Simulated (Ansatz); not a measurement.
## Moving the functional in SnTe3

The structure is cubic, space group Fm-3m (No. 225). Conventional cell: a = 7.722 Å, b = 7.722 Å, c = 7.722 Å, α = 90.00°, β = 90.00°, γ = 90.00°. Around Te (site symmetry m-3m) lie 8 Te at 3.34 Å. Te (site symmetry -43m) has 4 Te at 3.34 Å and 4 Sn at 3.34 Å as nearest neighbours. Sn (site symmetry m-3m) is surrounded by 8 Te at 3.34 Å.

The cell comes from a database or a generator and needn't be the stable form of this composition.

Kept alike: task band structure; k mesh 6 × 6 × 6; occupations fermi-dirac, width 0.05 eV; no spin polarisation. Program: Ansatz, all-electron LAPW, scalar-relativistic. The mesh is that of the run's cell of 4 atoms. No spin-orbit coupling.

```csv
functional,pressure (GPa)
LDA,-3.76
PBE,0.15
PBEsol,-2.79
```

Pressure is positive in compression. For a metal such a mesh leaves the last digits unconverged.

The pressure runs from -3.76 (LDA) to 0.15 GPa (PBE). From PBE: LDA -3.91; PBEsol -2.94.
